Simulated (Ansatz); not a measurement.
Moving the functional in Ba2Tl5V3O12

Space group C2 (No. 5). a = 12.980 Å, b = 13.354 Å, c = 6.079 Å, α = 90.00°, β = 109.30°, γ = 90.00°
| atom | site | symmetry | x | y | z |
| --- | --- | --- | --- | --- | --- |
| Ba | 2a | 2 | 0.5000 | 0.0208 | 0.0000 |
| Ba | 2a | 2 | 0.5000 | 0.7074 | 0.0000 |
| V | 4c | 1 | 0.8015 | 0.1446 | 0.2574 |
| V | 2b | 2 | 0.5000 | 0.9256 | 0.5000 |
| Tl | 4c | 1 | 0.6773 | 0.1790 | 0.6373 |
| Tl | 2b | 2 | 0.5000 | 0.4849 | 0.5000 |
| Tl | 4c | 1 | 0.2182 | 0.9086 | 0.2189 |
| O | 4c | 1 | 0.1336 | 0.1297 | 0.4427 |
| O | 4c | 1 | 0.6020 | 0.0048 | 0.6771 |
| O | 4c | 1 | 0.6708 | 0.7574 | 0.8464 |
| O | 4c | 1 | 0.6624 | 0.1370 | 0.2059 |
| O | 4c | 1 | 0.5520 | 0.8643 | 0.3136 |
| O | 4c | 1 | 0.1478 | 0.0553 | 0.8860 |

The cell comes from a database or a generator and needn't be the stable form of this composition.

Kept alike: task band structure; k mesh 3 × 3 × 5; occupations fermi-dirac, width 0.05 eV; collinear spin, ferromagnetic start. Program: Ansatz, Ansatz PAW. Cutoffs run from 420 to 500 eV. The mesh is that of the run's cell of 22 atoms. No spin-orbit coupling.

| functional | band gap (eV) | pressure (GPa) |
| --- | --- | --- |
| BLYP | 2.930 | 2.19 |
| LDA | 2.777 | -5.12 |
| PBE | 2.889 | 0.01 |
| PBEsol | 2.843 | -2.70 |
| RPBE | 2.992 | 2.26 |
| r2SCAN | 3.233 | -2.14 |
| revPBE | 2.984 | 1.70 |

Pressure is positive in compression, with a Pulay correction for the finite cutoff. Spin-orbit coupling, left out here, moves the band edges of heavy atoms and can close or invert small gaps. The moments vanished: the runs ended non-magnetic. Gaps are the smaller of the mesh's and the band path's. All rows use potentials made for PBE.

Task: What does the functional change here?

Result: The band gap runs from 2.777 (LDA) to 3.233 eV (r2SCAN). From PBE: BLYP +0.041; LDA -0.112; PBEsol -0.046; RPBE +0.103; r2SCAN +0.344; revPBE +0.095. The pressure runs from -5.12 (LDA) to 2.26 GPa (RPBE). From PBE: BLYP +2.18; LDA -5.13; PBEsol -2.71; RPBE +2.25; r2SCAN -2.15; revPBE +1.69.
